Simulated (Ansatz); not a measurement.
TePb2S:
```
TePb2S
1.0
    4.44734     0.00000     0.00000
    0.00000     4.44734     0.00000
    0.00000     0.00000     6.29037
Te Pb S
1 2 1
Direct
  0.50000   0.50000   0.00000
  0.00000   0.00000   0.00000
  0.50000   0.50000   0.50000
  0.00000   0.00000   0.50000
```

Relaxed with r²SCAN. Independent-particle spectrum: no excitons, no local fields, no scissors shift; 0.1 eV broadening; ε₁ of the summed bands alone.

Q: Tabulate the dielectric function from r²SCAN in the plane-wave PAW code Ansatz.

A: 

```
E (eV)   ε₁ xx  ε₂ xx   ε₁ zz  ε₂ zz
------  ------  -----  ------  -----
0.0      18.61   0.00   18.22   0.00
0.5      19.44   0.02   19.02   0.10
1.0      22.53   0.44   21.69   0.72
1.5      30.50   5.37   28.41   3.10
2.0      35.76  25.81   35.90  21.14
2.5      14.69  41.47   10.88  47.61
3.0     -12.41  23.99  -11.44  28.84
3.5      -9.28  14.21  -11.36  14.97
4.0      -8.46   8.82   -8.62   8.23
4.5      -6.38   5.30   -6.37   5.27
5.0      -4.36   3.42   -4.50   3.47
5.5      -2.88   2.78   -2.88   2.42
6.0      -1.39   2.23   -1.36   2.05
6.5      -0.45   2.45   -0.31   2.34
7.0      -0.52   3.05   -0.54   3.62
7.5       0.10   3.71    0.15   3.16
8.0      -1.47   3.88   -1.18   4.38
8.5      -1.29   2.70   -1.38   3.08
9.0      -1.00   2.07   -1.15   2.26
9.5      -0.91   2.33   -1.28   2.21
10.0     -0.79   1.87   -0.68   1.87
10.5     -0.94   1.88   -1.03   1.92
11.0     -0.94   1.67   -0.96   1.61
11.5     -0.76   1.44   -0.97   1.38
12.0     -0.86   1.45   -0.69   1.18
```

With all bands, ε∞ without local fields is 18.7 (xx = yy), 18.3 (zz).

Space group P4/mmm. The first step of the workflow began from a Materials Project structure, measured or hypothetical; the Crystallography Open Database copy checked does not list it. With Te and S taken as one species the cell has the higher symmetry Fm-3m, so it may be an ordered model of a mixed-site phase. Whether it is the stable phase at ambient conditions was not checked. Symmetry was held in the r²SCAN relaxation. At this level the phase is dynamically unstable (imaginary phonons). Scalar-relativistic: spin–orbit coupling is off unless named, which matters more the heavier the elements.

Potentials: the later of the program's two PAW sets.
